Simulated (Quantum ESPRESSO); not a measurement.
# Kohn-Sham bands of SnS2 (I-42d)

```xyz
6
Lattice="5.9265 0.0000 0.0000 0.0000 5.9265 0.0000 -2.9632 -2.9632 4.9111" Properties=species:S:1:pos:R:3 pbc="T T T"
Sn     0.0000    -2.9632     2.4556
Sn     0.0000     0.0000     0.0000
S     -1.4505    -1.4816     1.2278
S     -1.4816     1.4505    -1.2278
S      1.4505     1.4816     1.2278
S      1.4816    -1.4505    -1.2278
```

Structure: Materials Project mp-1002063, symmetrised, not relaxed again. Not found in the COD (Crystallography Open Database) copy used, which has the formula in other groups; not checked further. Level: LDA, no spin polarisation, no spin-orbit coupling; pw.x of Quantum ESPRESSO at 58 Ry with PseudoDojo potentials, 4×4×4 k-points, Wannier90. Density: 6×6×6 mesh, cold smearing 0.01 Ry. Spin-orbit coupling is left out although heavy elements are present.

Energies are relative to the valence-band maximum; weights are on the orthonormalised atomic waves of the pseudopotential files, averaged over the group. 52 electrons a cell are treated as valence.

```tsv
bands	from (eV)	to (eV)	filling	weight on atomic waves
1–10	-21.04	-20.88	filled	?
11–14	-13.09	-10.99	filled	?
15–16	-7.51	-4.68	filled	?
17–26	-3.88	0.00	filled	?
```

Task: Which atomic shells make up each group?

Result: 
- 1–10, weight on atomic waves: Sn 4d 99 %
- 11–14, weight on atomic waves: S 3s 74 %, Sn 5p 14 %, Sn 5s 9 %
- 15–16, weight on atomic waves: S 3p 40 %, Sn 5s 39 %, S 3s 15 %
- 17–26, weight on atomic waves: S 3p 82 %, Sn 5p 13 %

The Kohn-Sham gap over both meshes and the path is 1.73 eV.
